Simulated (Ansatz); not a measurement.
Sc (hcp, Mg type)

```
CELL_PARAMETERS angstrom
      3.31949     0.00000     0.00000
     -1.65974     2.87476     0.00000
      0.00000     0.00000     5.16639
ATOMIC_POSITIONS crystal
  Sc 0.33333 0.66667 0.75000
  Sc 0.66667 0.33333 0.25000
```

The slice is a (1 -1 0 0) plane (indices of the conventional cell) through the point (0.333, 0.667, 0.750) (fractional), spanned by u = [110] and v = [001] in vectors of this cell: u (3.32 Å) and v (5.17 Å, at 90° to u). It covers one period; positions are fractions (u, v).

The numbers are results of PBE (plane waves to 420 eV, PAW, scalar-relativistic; Ansatz, a quantum-chemistry and plane-wave program), not measurements. k mesh 16×16×9. Inside the PAW spheres the values are not all-electron values, and peaks at nuclei hang on which shells count as valence. Sc is run without spin polarisation. Sc was relaxed with its symmetry unable to fall. The PAW data are Ansatz's earlier set.

Three fields on this plane, each scaled to ten steps between its own extremes (0 low, 9 high; the total valence density on a logarithmic scale, the potential cut 8 eV below its top; x marks points blanked near nuclei; v = 0 in the bottom row):

Map A
```
|xxxxx057750xxxx|
|xxxxx268862xxxx|
|xxxx04788740xxx|
|xxx0368998630xx|
|001467899876410|
|455678888887655|
|777887777778877|
|998876555567889|
|999764311346799|
|998752000025789|
|9986300xx003689|
|9986300xx003689|
|9986300xx003689|
|998752000025789|
|999764311346799|
|998876555567889|
|777887777778877|
|455678888887655|
|001467899876410|
|xxx0368998630xx|
|xxxx04788740xxx|
|xxxxx268862xxxx|
|xxxxx057750xxxx|
|xxxxx057750xxxx|
```

Map B
```
|xxxxx510015xxxx|
|xxxxx300003xxxx|
|xxxx61000016xxx|
|xxx7200000027xx|
|875200000000257|
|221000000000012|
|110000000000001|
|110000111100001|
|111011344311011|
|111123688632111|
|1111258xx852111|
|1111369xx963111|
|1111258xx852111|
|111123688632111|
|111011344311011|
|110000111100001|
|110000000000001|
|221000000000012|
|875200000000257|
|xxx7200000027xx|
|xxxx61000016xxx|
|xxxxx300003xxxx|
|xxxxx510015xxxx|
|xxxxx610016xxxx|
```

Map C
```
|xxxxx002200xxxx|
|xxxxx013310xxxx|
|xxxx00255200xxx|
|xxx0014664100xx|
|000013566531000|
|011234455443211|
|444433222233444|
|876521000012567|
|987410000001478|
|996300000000369|
|9962000xx000269|
|9962001xx100269|
|9962000xx000269|
|996300000000369|
|987410000001478|
|876521000012567|
|444433222233444|
|011234455443211|
|000013566531000|
|xxx0014664100xx|
|xxxx00255200xxx|
|xxxxx013310xxxx|
|xxxxx002200xxxx|
|xxxxx002200xxxx|
```

Question: Assign the maps to these fields: electron localisation function (ELF); valence electron density; electrostatic potential energy of an electron, from the cell's mean.

Answer: A is the electrostatic potential energy of an electron, from the cell's mean; B is the valence electron density; C is the electron localisation function (ELF).
